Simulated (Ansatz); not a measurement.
# CaNb2Te4Cl10O: field gradients at two levels of theory

Cell: a Materials Project structure (computed, not necessarily an observed phase), atoms as given.

```
Ca Nb Te Cl O
1.0
     7.14182    0.00000    0.00000
     2.05202    8.86874    0.00000
     0.10316    1.44981    9.40079
Ca Nb Te Cl O
1 2 4 10 1
Direct
  0.64864 0.35130 0.98536
  0.50596 0.65526 0.63399
  0.47814 0.36675 0.38505
  0.18929 0.90095 0.15713
  0.11594 0.16993 0.96525
  0.89664 0.80882 0.02913
  0.84974 0.05925 0.81611
  0.46030 0.19545 0.18029
  0.34267 0.49812 0.82063
  0.79096 0.21390 0.42531
  0.17760 0.51779 0.28470
  0.62916 0.52571 0.18885
  0.33639 0.20075 0.53613
  0.81078 0.47323 0.74325
  0.68194 0.78346 0.47277
  0.20433 0.79642 0.55911
  0.53940 0.81108 0.81342
  0.49952 0.50041 0.51066
```

Atom numbers follow the list; atoms alike are taken as one site, whose name carries the number of the first.

First run. Computed with Ansatz: DFT, PBE, plane waves and PAW, scalar-relativistic, 420 eV cutoff, Γ-centred 5×4×4 k-points, Fermi–Dirac smearing 0.05 eV.

```csv
site,atom,V_zz (10²¹ V/m²),η
Ca,1,-2.16,0.10
Nb2,2,-8.01,0.39
Nb3,3,4.32,0.27
Te4,4,-88.7,0.29
Te5,5,-87.4,0.27
Te6,6,-93.2,0.25
Te7,7,-84.4,0.22
Cl8,8,8.02,0.68
Cl9,9,8.90,0.50
Cl11,11,9.07,0.33
Cl14,14,9.21,0.47
Cl16,16,6.59,0.23
Cl17,17,8.37,0.22
O,18,1.54,0.35
```

Second run. The same atoms and settings, except that the functional is r2SCAN and the cutoff is 500 eV.

(1) What does the second run give?

Results:

(1) 

| site | atom | V_zz | η | change of V_zz |
| --- | --- | --- | --- | --- |
| Ca | 1 | -2.14 | 0.09 | +0.02 |
| Nb2 | 2 | -8.16 | 0.36 | -0.15 |
| Nb3 | 3 | 4.35 | 0.27 | +0.03 |
| Te4 | 4 | -91.4 | 0.30 | -2.66 |
| Te5 | 5 | -88.9 | 0.31 | -1.43 |
| Te6 | 6 | -95.5 | 0.27 | -2.27 |
| Te7 | 7 | -86.1 | 0.24 | -1.65 |
| Cl8 | 8 | 7.75 | 0.65 | -0.27 |
| Cl9 | 9 | 8.86 | 0.44 | -0.04 |
| Cl11 | 11 | 9.11 | 0.27 | +0.04 |
| Cl14 | 14 | 9.03 | 0.44 | -0.18 |
| Cl16 | 16 | 6.86 | 0.19 | +0.27 |
| Cl17 | 17 | 8.30 | 0.20 | -0.07 |
| O | 18 | 1.86 | 0.35 | +0.32 |

The largest change of V_zz is on Te4, from -88.7 to -91.4. In per cent, |V_zz| changes by 0 on Ca, +1 to +2 on Nb, +2 to +3 on Te, -3 to +4 on Cl (all sites that start above 2). The table leaves out 4 of the 18 sites, with |V_zz| up to 9.58; their tensors move by 0.35 at most along any direction. The statements above cover all sites.

The run finds no gap above 0.1 eV (a metal, or nearly one), so the gradients can move by 10 % or more with the k-mesh. Without spin–orbit coupling the gradients at and beside Te can be off by some per cent, at some sites by more. Semilocal functionals can leave a metal where correlation in the d or f shell opens a gap in the real compound, and that would change the values at and beside Nb.
For the first run: The largest force is 0.4 eV/Å, so the atoms aren't at the calculated equilibrium and relaxing them would move these values.
For the second run: The largest force is 0.6 eV/Å, so the atoms aren't at the calculated equilibrium and relaxing them would move these values.
